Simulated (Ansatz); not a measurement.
One crystal and one scan (frozen-phonon scan) at two levels, PBE (plane waves to 420 eV, PAW, scalar-relativistic; Ansatz, an electronic-structure program) and r2SCAN (plane waves to 500 eV, PAW, scalar-relativistic; Ansatz), each from its own relaxed cell and on its own mesh. The cell shown is that of PBE.

ZrC (rock salt)

```
CELL_PARAMETERS angstrom
      0.00000     4.70874     4.70874
      2.35437     2.35437     4.70874
      2.35437     2.35437     0.00000
ATOMIC_POSITIONS crystal
  C  0.00000 0.00000 0.00000
  C  0.50000 0.00000 0.00000
  Zr 0.00000 0.50000 0.50000
  Zr 0.50000 0.50000 0.50000
```

A phonon eigenvector at X = (0.5, 0.5, 0.0) is frozen into this cell: atom i moves by Q times the vector below, so Q is the largest atomic displacement, in Å. The cell is held. It is one choice among 2 degenerate patterns. (q is in reciprocal vectors of the primitive cell; the cell shown is doubled to hold the pattern.)

| atom | x | y | z |
|---|---|---|---|
| C1 | 0.000 | -0.065 | 0.000 |
| C2 | 0.000 | 0.065 | 0.000 |
| Zr3 | 0.000 | 1.000 | 0.000 |
| Zr4 | 0.000 | -1.000 | 0.000 |

ZrC is run without spin polarisation. ZrC was relaxed with its symmetry unable to fall. With partly filled bands, energies and forces of such displacements shift with the k mesh and the smearing. Percentages come from the unrounded values. Both scans cover Q from -0.100 to 0.100 Å.

```json
[
 {"quantity": "Lattice constant a (Å)", "PBE": "4.709", "r2SCAN": "4.711", "PBE − r2SCAN": "-0.002"},
 {"quantity": "Energy at Q = 0.100 Å (meV/cell)", "PBE": "144", "r2SCAN": "145", "PBE − r2SCAN": "-1 (-1 %)"},
 {"quantity": "Harmonic wavenumber from the curvature (finite differences) (cm⁻¹ (negative: imaginary))", "PBE": "206", "r2SCAN": "206", "PBE − r2SCAN": "0"}
]
```

They agree on: lattice constant a (within 0.2 %); energy at Q = 0.100 Å (within 1.5 %); harmonic wavenumber from the curvature (within 1.5 %). Both give the same space group of the distorted cell: Cmcm (No. 63), lowered from Fm-3m. Neither level is exact: the differences show how much the result hangs on the functional.

ΔE (meV/cell), each from the undisplaced structure of its own level:

| Q (Å) | PBE | r2SCAN |
|---|---|---|
| -0.100 | 144 | 145 |
| -0.083 | 99 | 100 |
| -0.067 | 63 | 64 |
| -0.050 | 36 | 36 |
| -0.033 | 16 | 16 |
| -0.017 | 4 | 4 |
| 0.000 | 0 | 0 |
| 0.017 | 4 | 4 |
| 0.033 | 16 | 16 |
| 0.050 | 36 | 36 |
| 0.067 | 63 | 64 |
| 0.083 | 99 | 100 |
| 0.100 | 144 | 145 |

(For displaced atoms, the force is minus the slope of the energy, and its curvature is a force constant, which sets phonon frequencies.)
